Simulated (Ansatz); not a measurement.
Here is the system:

Starting cell, WC (WC type, space group P-6m2):

```xyz
2
Lattice="2.9219 0.0000 0.0000 -1.4609 2.5304 0.0000 0.0000 0.0000 2.8471" Properties=species:S:1:pos:R:3 pbc="T T T"
W      0.0000     0.0000     0.0000
C      1.4609     0.8435     1.4235
```

In this cell atom 2 (C, nearest neighbour W at 2.207 Å; its periodic images, 2.8 Å or more away, move with it) is moved by u·(1.000, 0.000, 0.000) + v·(0.000, 1.000, 0.000); the rest is frozen.

Method: PBE (plane waves to 420 eV, PAW, scalar-relativistic; Ansatz, a first-principles code). k mesh 15×15×13 (Γ-centred), Fermi-Dirac smearing 0.05 eV. Energies are smeared free energies. Points where atoms come too close for the PAW data are left out (x in tables, blank in figures). With partly filled bands, energies and forces of such displacements shift with the k mesh and the smearing. Spin-orbit coupling is left out, though W is heavy. WC is run without spin polarisation. WC was relaxed with its symmetry unable to fall. The zero of ΔE is the undisplaced structure. Axes are in Å.

The scan covers u from -0.550 to 0.550 Å in 7 points and v from -0.550 to 0.550 Å in 7 points.

**Question.** Is the undisplaced position a minimum, a maximum or a saddle of this map?

**Answer.** A minimum.

**Question.** What are the two principal curvatures of the energy at the centre?

**Answer.** 15.1 eV/Å², isotropic.

(A displaced cell: forces are minus the slopes of the energy, force constants its curvatures, and phonons follow from these.)
